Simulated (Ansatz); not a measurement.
### Question
AgAu (L1₀ or tetragonal B2, P4/mmm) is relaxed with PBEsol (plane waves, PAW; program Ansatz). What lattice parameters of the conventional cell result?

### Answer
a = 2.844 Å, c = 4.148 Å.

The start of the workflow was typed in or built on a structure type; neither database checked (COD, Materials Project) lists it. Whether it is the stable phase at ambient conditions was not checked. Symmetry was held in the PBEsol relaxation; whether a distortion lowers the energy is not shown. No spin polarisation was allowed. Axis ratios of metals converge slowly with the k-mesh, so a and c are less sure than the volume. Spin–orbit coupling is left out wherever it is not named.

Potentials: the earlier of the program's two PAW sets. The files were generated under PBE; for other functionals the program regenerates the frozen cores, and for LDA and PBEsol the local potential too.
